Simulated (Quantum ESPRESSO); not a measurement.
## Kohn-Sham bands of HgF2 (fluorite)

```
CELL_PARAMETERS angstrom
      0.00000     2.77818     2.77818
      2.77818     0.00000     2.77818
      2.77818     2.77818     0.00000
ATOMIC_POSITIONS crystal
  Hg 0.00000 0.00000 0.00000
  F  0.75000 0.75000 0.75000
  F  0.25000 0.25000 0.25000
```

Materials Project entry mp-8177; symmetrised, unrelaxed at this level. COD (Crystallography Open Database) has an entry of this formula and space group (matched by these alone). Computed values, not measurements, from PBEsol: Quantum ESPRESSO (norm-conserving PseudoDojo potentials, cutoff 68 Ry, no spin polarisation, no spin-orbit coupling) on a Γ-centred 10×10×10 mesh, then Wannier90. Density: 10×10×10 mesh, cold smearing 0.01 Ry. Spin-orbit coupling is left out although heavy elements are present.

Energies are relative to the valence-band maximum; weights are on the orthonormalised atomic waves of the pseudopotential files, averaged over the group. 34 electrons a cell are treated as valence.

**Question.** Into which isolated groups do the bands fall, where do they lie and what are they made of?

**Answer.** 
| bands | from (eV) | to (eV) | filling | weight on atomic waves |
|---|---|---|---|---|
| 1 | -111.52 | -111.52 | filled | Hg 5s 100 % |
| 2–4 | -59.83 | -59.83 | filled | Hg 5p 100 % |
| 5–6 | -20.91 | -20.00 | filled | F 2s 97 % |
| 7–17 | -5.28 | 0.00 | filled | F 2p 51 %, Hg 5d 45 % |
| 18 | 0.80 | 5.15 | empty | Hg 6s 70 %, F 2p 27 % |

The Kohn-Sham gap over both meshes and the path is 0.80 eV.
